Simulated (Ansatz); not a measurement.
Geometry optimisation in Ansatz: input, command and trajectory.

```yaml
crystal:
  lattice:
    - [-4.9150583175, 4.9150583175, 0.0]
    - [0.0, 4.9150583175, -4.9150583175]
    - [-4.9150583175, 0.0, -4.9150583175]
  atoms:
    - { symbol: Mo, position: [0.7489637806, 0.7504478075, 0.7490625543] }
    - { symbol: Mo, position: [0.253580099, 0.2447325945, 0.2465577284] }
    - { symbol: Si, position: [0.5015812585, 0.4931044088, 0.5065892402] }
    - { symbol: Si, position: [0.9955013564, 0.0048492926, 0.0036607732] }
    - { symbol: Mo, position: [0.6249592893, 0.8693958669, 0.3800100872] }
    - { symbol: Mo, position: [0.1256337114, 0.3717846127, 0.874556782] }
    - { symbol: Mo, position: [0.3790264045, 0.8782204507, 0.1250332897] }
    - { symbol: Mo, position: [0.8714462722, 0.3728835583, 0.6273350868] }
    - { symbol: Mo, position: [0.877249599, 0.1238984486, 0.3750387823] }
    - { symbol: Mo, position: [0.3792282489, 0.6227077476, 0.8709352208] }
    - { symbol: Mo, position: [0.3787855908, 0.1192666708, 0.6309916125] }
    - { symbol: Mo, position: [0.8689722229, 0.6295667138, 0.1234628627] }
    - { symbol: Mo, position: [0.6312134408, 0.125462633, 0.8721094358] }
    - { symbol: Al, position: [0.1252550944, 0.6307237753, 0.36930086] }
    - { symbol: Mo, position: [0.1323204048, 0.8727978526, 0.6216215166] }
    - { symbol: Al, position: [0.6269436716, 0.3756188554, 0.1240694882] }
  symmetry: { detect: false }
basis:
  ecutwfc: 500
kpoints:
  mp_grid: { grid: [2, 2, 2], shift: [0.5, 0.5, 0.5] }
hamiltonian:
  xc: r2scan
scf:
  occupations: { method: gaussian, width: 0.1 }
  lower_state_search: "off"
output:
  forces: true
  stress: true
  eigenvalues: true
relax:
  adjacent_minimum: "off"
  f_tol: 0.04
  max_steps: 50
  cell: { stress_tol: 0.3 }
```

```bash
ansatz run input.yaml --threads 4 --pin off --max-ram 9216MiB --backend cpu --events-out ev --progress --plain --runs-dir out
```

These are results of DFT r2SCAN, scalar-relativistic, plane waves, PAW (Ansatz 0.2.0), not measurements.

Of 6 frames 6 are shown, positions in Å and forces in eV/Å; the SCF threshold varies from step to step. Steps run on the plane waves of an earlier cell, with a Pulay correction in the pressure. The basis is chosen afresh for the last frame, the zero of the energies, and can be on the way; energy and pressure step there, also at an unchanged geometry.

```xyz
16
Lattice="-4.9151 4.9151 0.0000 0.0000 4.9151 -4.9151 -4.9151 0.0000 -4.9151" Properties=species:S:1:pos:R:3:forces:R:3 pbc="T T T" step=1 free_energy_over_end_meV_per_atom=23.72 pressure_GPa=6.17
Mo   -7.3629    7.3697   -7.3702   -0.6690   -0.0210    0.4970
Mo   -2.4582    2.4492   -2.4147   -0.3730    0.7890   -1.0610
Si   -4.9552    4.8889   -4.9136    0.0100    0.4500    0.0280
Si   -4.9109    4.9168   -0.0418   -0.2980   -0.0280    0.5150
Mo   -4.9395    7.3448   -6.1409    0.0790    0.4110    0.7340
Mo   -4.9160    2.4448   -6.1258    0.1040    0.1360    0.1920
Mo   -2.4775    6.1794   -4.9311    0.2750    0.1620    0.0670
Mo   -7.3666    6.1160   -4.9161    0.0070    0.2590    0.1510
Mo   -6.1551    4.9207   -2.4523    0.1370   -0.3580    0.3920
Mo   -6.1446    4.9246   -7.3413    0.7470   -0.4930   -0.4770
Mo   -4.9631    2.4480   -3.6876    0.8300   -0.0020   -0.5560
Mo   -4.8779    7.3654   -3.7012   -0.4430    0.0340   -0.2620
Mo   -7.3889    3.7191   -4.9031    0.0190   -0.5020   -0.0150
Al   -2.4308    3.7157   -4.9152    0.0090   -0.3780    0.0040
Mo   -3.7057    4.9402   -7.3452   -0.1920   -0.4260   -0.2050
Al   -3.6913    4.9277   -2.4560   -0.2410   -0.0330   -0.0020
16
Lattice="-5.0571 5.0214 -0.0165 -0.0457 4.9923 -4.9512 -5.0723 0.0013 -4.9955" Properties=species:S:1:pos:R:3:forces:R:3 pbc="T T T" step=2 free_energy_over_end_meV_per_atom=18.83 pressure_GPa=-6.67
Mo   -7.6760    7.4605   -7.4264    0.3390    0.2090   -0.3000
Mo   -2.5972    2.5586   -2.5762    0.3750   -0.6100    0.6290
Si   -5.1356    5.0585   -4.9802   -0.1890    0.0520   -0.2220
Si   -5.0708    5.0375    0.0143   -0.0920    0.0160   -0.0620
Mo   -5.1273    7.5652   -6.1761    0.3100   -0.4580   -0.0170
Mo   -5.1134    2.5249   -6.1990    0.0020   -0.4010    0.1160
Mo   -2.5457    6.2887   -5.0096   -0.1130    0.4060    0.0680
Mo   -7.6088    6.2124   -4.9785    0.0730    0.1910   -0.1080
Mo   -6.3311    4.9674   -2.4195   -0.4180    0.2550   -0.3020
Mo   -6.3077    4.9461   -7.5042   -0.1480    0.4590    0.3010
Mo   -5.0243    2.5347   -3.7573   -0.6650   -0.0680   -0.0510
Mo   -5.1249    7.5235   -3.7423    0.2320   -0.2220   -0.1360
Mo   -7.6111    3.7629   -4.9981    0.0720   -0.3900    0.1410
Al   -2.5458    3.7575   -4.9951    0.0010   -0.0250   -0.2050
Mo   -3.8430    4.9502   -7.4524    0.1770    0.4560    0.1580
Al   -3.8124    5.0175   -2.4697    0.0440    0.1290   -0.0090
16
Lattice="-4.9865 4.9499 -0.0268 -0.0119 4.9648 -4.9242 -5.0008 0.0124 -4.9237" Properties=species:S:1:pos:R:3:forces:R:3 pbc="T T T" step=3 free_energy_over_end_meV_per_atom=1.47 pressure_GPa=0.65
Mo   -7.5170    7.4291   -7.3739   -0.0400   -0.1470   -0.0530
Mo   -2.5094    2.5219   -2.5127   -0.1800    0.0600   -0.0770
Si   -5.0624    4.9848   -4.9553    0.0030    0.1290    0.0610
Si   -5.0172    4.9509    0.0002    0.0240    0.0180   -0.0240
Mo   -4.9925    7.4547   -6.1398   -0.0410    0.0630    0.0210
Mo   -5.0052    2.4637   -6.1293   -0.0670    0.1680   -0.0420
Mo   -2.4942    6.2466   -4.9353   -0.0220   -0.1410   -0.2010
Mo   -7.4901    6.1617   -4.9532    0.0550   -0.0840    0.2120
Mo   -6.2748    4.9416   -2.4317    0.3560   -0.0530    0.0270
Mo   -6.2111    4.9559   -7.4007   -0.0690   -0.0130    0.0040
Mo   -4.9954    2.5042   -3.7208    0.1120   -0.0960    0.1460
Mo   -5.0021    7.4165   -3.7359   -0.0520    0.0160    0.0070
Mo   -7.4946    3.7130   -4.9353   -0.0380    0.1310   -0.0320
Al   -2.4854    3.7375   -4.9651   -0.0220    0.0470    0.0650
Mo   -3.7731    4.9729   -7.3744    0.0160   -0.0690   -0.0610
Al   -3.7606    4.9786   -2.4537   -0.0360   -0.0270   -0.0520
16
Lattice="-4.9999 4.9642 -0.0252 -0.0293 4.9601 -4.9270 -5.0074 0.0177 -4.9386" Properties=species:S:1:pos:R:3:forces:R:3 pbc="T T T" step=4 free_energy_over_end_meV_per_atom=0.24 pressure_GPa=-0.04
Mo   -7.5489    7.4274   -7.3887    0.0160    0.0100   -0.0420
Mo   -2.5313    2.5260   -2.5196   -0.0260   -0.0200   -0.0260
Si   -5.0787    5.0056   -4.9581   -0.0090    0.0430   -0.0160
Si   -5.0272    4.9705   -0.0014   -0.0190    0.0050   -0.0040
Mo   -5.0268    7.4689   -6.1424    0.0150   -0.0370   -0.0010
Mo   -5.0277    2.4864   -6.1400    0.0280   -0.0250   -0.0220
Mo   -2.5185    6.2442   -4.9602   -0.0300    0.0030   -0.0310
Mo   -7.5082    6.1728   -4.9468    0.0070   -0.0180    0.0400
Mo   -6.2735    4.9484   -2.4350    0.0860   -0.0230   -0.0120
Mo   -6.2284    4.9602   -7.4148   -0.0570    0.0210    0.0490
Mo   -5.0029    2.5062   -3.7236   -0.0160   -0.0250    0.0160
Mo   -5.0325    7.4337   -3.7335    0.0220   -0.0060    0.0120
Mo   -7.5147    3.7278   -4.9491    0.0250    0.0180    0.0460
Al   -2.5050    3.7368   -4.9711   -0.0040    0.0120   -0.0050
Mo   -3.7851    4.9630   -7.3904   -0.0090    0.0310    0.0110
Al   -3.7690    4.9813   -2.4620   -0.0280    0.0110   -0.0160
16
Lattice="-4.9983 4.9613 -0.0282 -0.0290 4.9605 -4.9312 -5.0080 0.0185 -4.9417" Properties=species:S:1:pos:R:3:forces:R:3 pbc="T T T" step=5 free_energy_over_end_meV_per_atom=0.14 pressure_GPa=-0.05
Mo   -7.5467    7.4257   -7.3986    0.0060    0.0090   -0.0130
Mo   -2.5325    2.5258   -2.5236    0.0070   -0.0120   -0.0090
Si   -5.0782    5.0076   -4.9634    0.0000    0.0150   -0.0180
Si   -5.0277    4.9671   -0.0041   -0.0130    0.0050    0.0040
Mo   -5.0252    7.4654   -6.1487   -0.0020   -0.0100    0.0010
Mo   -5.0260    2.4855   -6.1448    0.0110   -0.0130   -0.0140
Mo   -2.5204    6.2441   -4.9703   -0.0070    0.0040   -0.0030
Mo   -7.5070    6.1714   -4.9496    0.0130   -0.0120    0.0210
Mo   -6.2692    4.9435   -2.4403    0.0350   -0.0010    0.0020
Mo   -6.2299    4.9612   -7.4167   -0.0230    0.0090    0.0160
Mo   -5.0032    2.5026   -3.7270   -0.0140   -0.0100    0.0040
Mo   -5.0295    7.4321   -3.7387    0.0000   -0.0080    0.0130
Mo   -7.5127    3.7279   -4.9516    0.0110    0.0020    0.0170
Al   -2.5062    3.7378   -4.9761    0.0000    0.0040   -0.0110
Mo   -3.7849    4.9649   -7.3956   -0.0110    0.0070    0.0000
Al   -3.7684    4.9808   -2.4678   -0.0130    0.0090   -0.0090
16
Lattice="-4.9983 4.9613 -0.0282 -0.0290 4.9605 -4.9312 -5.0080 0.0185 -4.9417" Properties=species:S:1:pos:R:3:forces:R:3 pbc="T T T" step=6 free_energy_over_end_meV_per_atom=0.00 pressure_GPa=-0.04
Mo   -7.5467    7.4257   -7.3986    0.0060    0.0090   -0.0140
Mo   -2.5325    2.5258   -2.5236    0.0070   -0.0110   -0.0090
Si   -5.0782    5.0076   -4.9634    0.0000    0.0150   -0.0180
Si   -5.0277    4.9671   -0.0041   -0.0130    0.0050    0.0040
Mo   -5.0252    7.4654   -6.1487   -0.0020   -0.0100    0.0010
Mo   -5.0260    2.4855   -6.1448    0.0110   -0.0130   -0.0140
Mo   -2.5204    6.2441   -4.9703   -0.0070    0.0040   -0.0030
Mo   -7.5070    6.1714   -4.9496    0.0130   -0.0120    0.0210
Mo   -6.2692    4.9435   -2.4403    0.0350   -0.0010    0.0020
Mo   -6.2299    4.9612   -7.4167   -0.0230    0.0090    0.0160
Mo   -5.0032    2.5026   -3.7270   -0.0140   -0.0100    0.0040
Mo   -5.0295    7.4321   -3.7387    0.0000   -0.0080    0.0130
Mo   -7.5127    3.7279   -4.9516    0.0110    0.0020    0.0170
Al   -2.5062    3.7378   -4.9761    0.0000    0.0040   -0.0110
Mo   -3.7849    4.9649   -7.3956   -0.0120    0.0070    0.0000
Al   -3.7684    4.9808   -2.4678   -0.0130    0.0090   -0.0090
```

It took 91 s on 4 threads of Intel(R) Xeon(R) Platinum 8259CL CPU @ 2.50GHz (Skylake/Cascade Lake), on a shared host, peak memory 1.5 GiB.

The k mesh is coarse.